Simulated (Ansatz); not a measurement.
## Fermi surface of ZrHg (P4/mmm)

```
CELL_PARAMETERS angstrom
3.11222 0.00000 0.00000
0.00000 3.11222 0.00000
0.00000 0.00000 4.22962
ATOMIC_POSITIONS crystal
Zr 0.50000 0.50000 0.50000
Hg 0.00000 0.00000 0.00000
```

Computed, not measured; unless marked otherwise by PBEsol, all-electron LAPW in Ansatz 0.2.0, scalar-relativistic. k mesh 12×12×10, fine mesh 16×16×16, Fermi-Dirac smearing of 0.050 eV, basis error target 1 meV/atom. The cell was relaxed by PAW under this functional.

Levels and slopes are solved on a 16×16×16 mesh, and each state is taken as quadratic over its cell.

Task: What is the density of states at the Fermi level, and which bare Sommerfeld coefficient follows?

Result: N(E_F) = 0.978 states/eV/atom (both spins), so γ = (π²/3) k_B² N(E_F) = 2.3 mJ/(mol-atom K²) without electron-phonon or spin-fluctuation enhancement.

Task: What Drude plasma energy and σ/τ do the band velocities give?

Result: (ħω_p,α)² = (e²/ε₀VN_k) Σ_nkσ (∂E/∂k_α)² δ(E − E_F) gives ħω_p = (6.71, 6.71, 4.28) eV along x, y, z, and σ/τ = ε₀ω_p² = 9.2×10²⁰ Ω⁻¹m⁻¹s⁻¹ along x. Weighted by the density of states, the mean Fermi speed is 0.497×10⁶ m/s; the surface has an area of 19.4 Å⁻² for each spin direction.

Task: Which bands cross the Fermi level, and what do they carry?

Result: 

| band | filled part | N (states/eV/cell) | speed (10⁶ m/s) | 5th to 95th percentile | area (Å⁻²) | filling |
| --- | --- | --- | --- | --- | --- | --- |
| 1 | 1.00 | 0.0378 | 0.59 | 0.13 to 0.92 | 0.445 | nearly full |
| 2 | 0.84 | 1.01 | 0.56 | 0.21 to 0.97 | 11.2 | partly filled |
| 3 | 0.16 | 0.91 | 0.423 | 0.20 to 0.64 | 7.67 | partly filled |

Task: Map the plane k₃ = 1/2 of the mesh: how many bands lie under the Fermi level at each point, counted from the least on the plane?

Result: k₁ runs to the right and k₂ upwards, each from −½ to ½ with 0 in the middle (the axes needn't be at right angles):
```
1111111111111111
1111111111111111
1111110000011111
1111000111000111
1111001111100111
1110011111110011
2110111111111011
2110111111111011
2110111111111011
1110011111110011
1111001111100111
1111000111000111
1111110000011111
1111111111111111
1111111111111111
1111111222111111
```

Task: On PAW files the program sums the optical response inside the mesh cells, interband lines and its own Drude term. Where does ε₁ rise through zero (a sharp plasmon if ε₂ is small there), and how much light is reflected?

Result: 

```json
{"Fine mesh": "16, 16, 16", "Window top": "30 eV", "Line width": "0.1 eV", "Drude damping": "0.1 eV", "ε₁ rises through zero at x": "1.86, 13.34 eV", "ε₂ there x": "12.34, 0.85", "ε₁ rises through zero at z": "1.38, 12.61, 15.01 eV", "ε₂ there z": "15.43, 1.55, 0.57", "Plasma energy (x, y, z)": "6.384, 6.384, 4.23 eV", "Reflectivity at 1 eV, x-polarised": "0.8318", "Reflectivity at 2 eV, x-polarised": "0.4371", "Reflectivity at 3 eV, x-polarised": "0.5449"}
```

The plasma energy here is the program's own sum at the run's smearing; it differs from the value above by up to 5 %, through mesh and smearing.

Task: What does PAW give for the same cell?

Result: N(E_F) = 0.978 states/eV/atom and ħω_p,x = 6.71 eV.

Keep in mind: no spin-orbit coupling on heavy atoms; filled d bands lie too high at this level, so their transitions start too early; these sums move with the mesh, by several per cent and more for small sheets; frozen-core PAW files fitted under PBE, their cores solved anew for the functional of the run.
